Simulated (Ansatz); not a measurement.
Consider the following.

SnC:
Space group P6₃mc (No. 186); a = b = 3.553 Å, c = 5.818 Å, α = β = 90.00°, γ = 120.00°

```csv
atom,site,symmetry,x,y,z
Sn,2b,3m.,0.3333,0.6667,0.0002
C,2b,3m.,0.6667,0.3333,0.1248
```

This is the PBEsol-relaxed structure.

Problem. All from PBEsol (plane waves, PAW; program Ansatz), unless another level is named. Estimate the electronic dielectric constant ε∞ (DFPT).

Solution. 9.66 (xx = yy), 10.1 (zz).

Problem. And the largest static χ(2) component?

Solution. 66 pm/V.

Problem. Give the Born charges (a third of the trace).

Solution. Sn +2.86, C -2.86 e.

Space group P6_3mc (wurtzite). The start of the workflow was typed in or built on a structure type; neither database checked (COD, Materials Project) lists it. Whether it is the stable phase at ambient conditions was not checked. The PBEsol relaxation kept the symmetry of its start; its stability against distortions is not shown here. Its formation energy is positive at this level, so the cell may be metastable or incomplete. Scalar-relativistic: spin–orbit coupling is off unless named, which matters more the heavier the elements.

Potentials: the later of the program's two PAW sets.
